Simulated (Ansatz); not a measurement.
Starting cell, SiO₂ (rutile):

```
CELL_PARAMETERS angstrom
      4.19454     0.00000     0.00000
      0.00000     4.19454     0.00000
      0.00000     0.00000     2.67824
ATOMIC_POSITIONS crystal
  Si 0.50000 0.50000 0.50000
  Si 0.00000 0.00000 0.00000
  O  0.80605 0.80605 0.50000
  O  0.30605 0.69395 0.00000
  O  0.69395 0.30605 0.00000
  O  0.19395 0.19395 0.50000
```

In each cell atom 5 (O, nearest neighbour Si at 1.765 Å; its periodic images, 2.7 Å or more away, move with it) moves by s·(0.707, 0.707, 0.000) (along Cartesian [110]), the rest being held.

The numbers are results of PBEsol (plane waves to 420 eV, PAW, scalar-relativistic; Ansatz, a program for electronic structure), not measurements. k mesh 6×6×10 (Γ-centred), Fermi-Dirac smearing 0.05 eV. F∥ is the force on the atom along that direction. SiO2 was relaxed with its symmetry unable to fall. The PAW data are Ansatz's earlier set. 

| s (Å) | F∥ (eV/Å) |
|---|---|
| -0.180 | 2.061 |
| -0.144 | 1.640 |
| -0.108 | 1.224 |
| -0.072 | 0.814 |
| -0.036 | 0.406 |
| 0.000 | 0.000 |
| 0.036 | -0.406 |
| 0.072 | -0.814 |
| 0.108 | -1.224 |
| 0.144 | -1.640 |
| 0.180 | -2.061 |

Question: What is the force constant k = d²E/ds² of this move at s = 0?

Answer: 11.3 eV/Å². The forces along the line at the two nearest points give (0.406 − (-0.406)) / (2·0.036) = 11.28 eV/Å²; the next pair corrects for the finite step.

(For displaced atoms, the force is minus the slope of the energy, and its curvature is a force constant, which sets phonon frequencies.)
